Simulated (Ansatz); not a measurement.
Relaxing aluminium (A15)

Method: DFT, LDA (PW92), plane waves (420 eV) with PAW, scalar-relativistic (Ansatz 0.2.0). The PAW files were generated under PBE, with cores re-solved for the functional.

k-point mesh 5×5×5, Fermi-Dirac smearing 0.1 eV, no spin polarisation. Cell and atoms relax.

Starting structure:

```
CELL_PARAMETERS angstrom
5.10215 0.00000 0.00000
0.00000 5.10215 0.00000
0.00000 0.00000 5.10215
ATOMIC_POSITIONS crystal
Al 0.00000 0.00000 0.00000
Al 0.50000 0.50000 0.50000
Al 0.25000 0.00000 0.50000
Al 0.75000 0.00000 0.50000
Al 0.50000 0.25000 0.00000
Al 0.50000 0.75000 0.00000
Al 0.00000 0.50000 0.25000
Al 0.00000 0.50000 0.75000
```

Q: The pressure at the start is -1.7 GPa. By how much does the volume change?

A: From 16.60 to 16.23 Å³ per atom, -2.3 %. The final cell has a = 5.064 Å.

Q: How much energy does the relaxation gain?

A: 2.1 meV per atom.

Path of the relaxation (the plane waves are chosen anew near the end, which can shift the energy a little):

```
step  E − E(final) (meV/atom)  V (Å³/atom)  P (GPa)  max force (eV/Å)
   0                     2.06       16.602    -1.71             0.000
   1                    -0.09       16.167     0.29             0.000
   2                    -0.12       16.228    -0.01             0.000
   3                     0.00       16.228    -0.03             0.000
```
